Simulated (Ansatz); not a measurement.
GaAs in space group P6_422 (No. 181; Ga on 3c, As on 3d), a = b = 4.026 Å, c = 8.852 Å, α = β = 90.00°, γ = 120.00°.

Relaxed with r²SCAN.

Tabulate the valence density and the electron localisation function along the shortest Ga–As contact (2.50 Å), plane-wave PAW r²SCAN (Ansatz code).



| distance from Ga (Å) | density (e/Å³) | ELF |
|---|---|---|
| 0.25 | 26.27 | 0.03 |
| 0.37 | 11.71 | 0.03 |
| 0.50 | 4.34 | 0.08 |
| 0.62 | 1.68 | 0.16 |
| 0.75 | 0.86 | 0.24 |
| 0.87 | 0.58 | 0.30 |
| 1.00 | 0.47 | 0.40 |
| 1.12 | 0.45 | 0.58 |
| 1.25 | 0.46 | 0.73 |
| 1.37 | 0.52 | 0.78 |
| 1.50 | 0.62 | 0.76 |
| 1.62 | 0.81 | 0.72 |
| 1.75 | 1.31 | 0.66 |
| 1.87 | 2.73 | 0.54 |
| 2.00 | 6.14 | 0.36 |
| 2.12 | 12.61 | 0.21 |
| 2.25 | 21.68 | 0.16 |

The density is the valence pseudo-density with augmentation charge, so density and ELF within about 1 Å of a nucleus are not all-electron values.

The start of the workflow was typed in or built on a structure type; neither database checked (COD, Materials Project) lists it. It is not the phase usual at ambient conditions (space group No. 216). The cell was relaxed with r²SCAN under the symmetry of its start; whether a distortion lowers the energy is not shown.

Potentials: the later of the program's two PAW sets.
